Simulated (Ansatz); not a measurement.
TaAl:
```
CELL_PARAMETERS angstrom
      2.82191     0.00000     0.00000
      0.00000     2.82191     0.00000
      0.00000     0.00000     4.15897
ATOMIC_POSITIONS crystal
  Ta 0.00000 0.00000 0.00000
  Al 0.50000 0.50000 0.50000
```

Relaxed with r²SCAN.

Question: Map the valence electron density (e/Å³), cut off at 2 on the plane through (0.000, 0.000, 0.000) spanned by u = [1, 0, 0] and v = [0, 1, 1] in lattice vectors, from the program Ansatz at the r²SCAN level (PAW).

Answer: x is the fraction of u, y of v (the angle between them is 90°; rows are the nearest grid lines); atoms in the plane: Ta at (0.00, 0.00), Al at (0.50, 0.50).
```
|@@@@@*:...:*@@@@@|
|@@@@@+:...:+@@@@@|
|@@@@%-:...:-%@@@@|
|@@@#=:.....:=#@@@|
|%#+-.........-+#%|
|::.....   .....::|
|       ...       |
|                 |
|                 |
|                 |
|                 |
|                 |
|                 |
|                 |
|                 |
|                 |
|                 |
|       ...       |
|::.....   .....::|
|%#+-.........-+#%|
|@@@#=:.....:=#@@@|
|@@@@%-:...:-%@@@@|
|@@@@@+:...:+@@@@@|
|@@@@@*:...:*@@@@@|
```
Scale: ten equal steps from 0.057 (start of ' ') to 2.00 (end of '@'), in the order ' .:-=+*#%@'; x runs from 0.000 to 1.00, y from 0.000 (bottom) to 1.00 (top).

The density is the valence pseudo-density with augmentation charge, so density and ELF within about 1 Å of a nucleus are not all-electron values.

Space group P4/mmm (L1₀ or tetragonal B2). The start of the workflow was typed in or built on a structure type; neither database checked (COD, Materials Project) lists it. Its standing as an ambient phase is unchecked. The cell was relaxed with r²SCAN under the symmetry of its start; its stability against distortions is not shown here. The run is not spin-polarised. Scalar-relativistic: spin–orbit coupling is off unless named, which matters more the heavier the elements.

Potentials: the later of the program's two PAW sets.
